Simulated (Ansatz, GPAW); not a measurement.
This is a calculation of MgVCl2O for Ansatz 0.2.0. Atoms were shifted at random by some hundredths of an Å from the given cell, which wasn't relaxed again for these runs. The cell comes from a database or a generator and needn't be the stable form of this composition.

The input input.yaml:

```yaml
crystal:
  lattice:
    - [6.6203369699, -1.9615760065, 0.0]
    - [6.6203369699, 1.9615760065, 0.0]
    - [-1.3957237544, 0.0, 4.0863273679]
  atoms:
    - { symbol: V, position: [-0.000762, 0.005503, 0.983015], spin: 2.0 }
    - { symbol: Cl, position: [0.62206, 0.637188, 0.109492] }
    - { symbol: Cl, position: [0.36878, 0.370311, 0.847761] }
    - { symbol: Mg, position: [0.501753, 0.488497, 0.46512] }
    - { symbol: O, position: [0.988716, 1.008476, 0.476632] }
hamiltonian:
  xc: pbe
  pseudopotentials: { kind: paw }
magnetization:
  spin_polarized: true
kpoints:
  mp_grid: { grid: [7, 7, 7] }
scf:
  occupations: { method: fermi_dirac, width: 0.05 }
output:
  forces: true
  stress: true
  eigenvalues: true
```

Potentials or basis: Ansatz PAW.

Launch:

```console
$ ansatz run input.yaml --threads 2 --pin off --max-ram 5120MiB --backend cpu --events-out ev --progress --plain --runs-dir out
```

Q: Translate it to GPAW 26.7.0 (ASE script). Potentials or basis there: GPAW PAW data sets (gpaw-data 1.2.1), cutoff 800 eV.

A: As run (cutoffs and basis follow the program's own potentials, and thresholds, step limits or extra output files can differ):

run.py

```python
from ase.dft.bandgap import bandgap
from ase.io import read, write
from ase.units import GPa
from gpaw import GPAW, PW

atoms = read('POSCAR')
atoms.set_initial_magnetic_moments([2.0, 0.0, 0.0, 0.0, 0.0])

calc = GPAW(mode=PW(800),
            xc='PBE',
            kpts={'size': (7, 7, 7), 'gamma': True},
            occupations={'name': 'fermi-dirac', 'width': 0.05},
            nbands=38,
            convergence={'density': 1e-05, 'energy': 1e-05},
            maxiter=150,
            txt='gpaw.txt')
atoms.calc = calc
energy = atoms.get_potential_energy()
forces = atoms.get_forces()
stress = atoms.get_stress()
calc.write('gs.gpw')
write('result.traj', atoms)
print(f'Energy: {energy:.6f} eV')
print('Forces (eV/A):')
print(forces.round(4))
print('Stress (GPa):', (stress / GPa).round(3))
print('Moments:', calc.get_magnetic_moments().round(3))
print('Fermi level:', round(calc.get_fermi_level(), 4), 'eV')
print(f'Gap: {bandgap(calc)[0]:.4f} eV, direct: {bandgap(calc, direct=True)[0]:.4f} eV')
```

The input POSCAR:

```
MgVCl2O
1.0
    6.6203369699     -1.9615760065      0.0000000000
    6.6203369699      1.9615760065      0.0000000000
   -1.3957237544      0.0000000000      4.0863273679
V Cl Mg O
1 2 1 1
Direct
   -0.0007620000      0.0055030000      0.9830150000
    0.6220600000      0.6371880000      0.1094920000
    0.3687800000      0.3703110000      0.8477610000
    0.5017530000      0.4884970000      0.4651200000
    0.9887160000      1.0084760000      0.4766320000
```

Potentials or basis: GPAW PAW data sets (gpaw-data 1.2.1), pw.

Launch:

```sh
$ OMP_NUM_THREADS=1 python run.py
```

Both were run:

|  | Ansatz | GPAW |
| --- | --- | --- |
| Pressure | -1.4 GPa | -1.3 GPa |
| Largest force | 1.005 eV/Å | 1.024 eV/Å |
| Net moment | 3.00 μB per cell | 3.00 μB per cell |

Ansatz's pressure holds a Pulay term of +0.13 GPa for its cutoff of 420 eV, which the other run lacks.

Where Ansatz's input types no cutoff or centring, it takes its own default and a Γ-centred mesh.

The magnetic state is the one that the start led to; the real crystal's order can differ.

Pressure is positive in compression.
